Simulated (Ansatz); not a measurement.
TiAl3:
```cif
data_Al6Ti2
_chemical_formula_sum 'Al6 Ti2'
_space_group_name_H-M_alt 'I4/mmm'
_space_group_IT_number 139
_space_group_name_Hall '-I 4 2'
_cell_length_a 3.82363
_cell_length_b 3.82363
_cell_length_c 8.56266
_cell_angle_alpha 90.000
_cell_angle_beta 90.000
_cell_angle_gamma 90.000
loop_
_atom_site_label
_atom_site_type_symbol
_atom_site_symmetry_multiplicity
_atom_site_Wyckoff_symbol
_atom_site_fract_x
_atom_site_fract_y
_atom_site_fract_z
_atom_site_occupancy
Al1 Al 2 b 0.00000 0.00000 0.50000 1
Al2 Al 4 d 0.00000 0.50000 0.25000 1
Ti1 Ti 2 a 0.00000 0.00000 0.00000 1
```
(The calculation used a cell of 4 atoms; values per cell refer to that cell.)

This is the r²SCAN-relaxed structure.

All from the program Ansatz at the r²SCAN level (PAW), unless another level is named. Predict the density of states at the Fermi level.

0.40 states/eV per atom (mean over ±0.08 eV).

Predict the formation energy from the elements (no fitted shifts).

-0.43 eV/atom.

The cell was relaxed with r²SCAN under the symmetry of its start; of distortions, only those at the zone centre were tested. No spin polarisation was allowed. The references are the lowest solids computed at this level, not always the standard phases.

Potentials: the later of the program's two PAW sets.
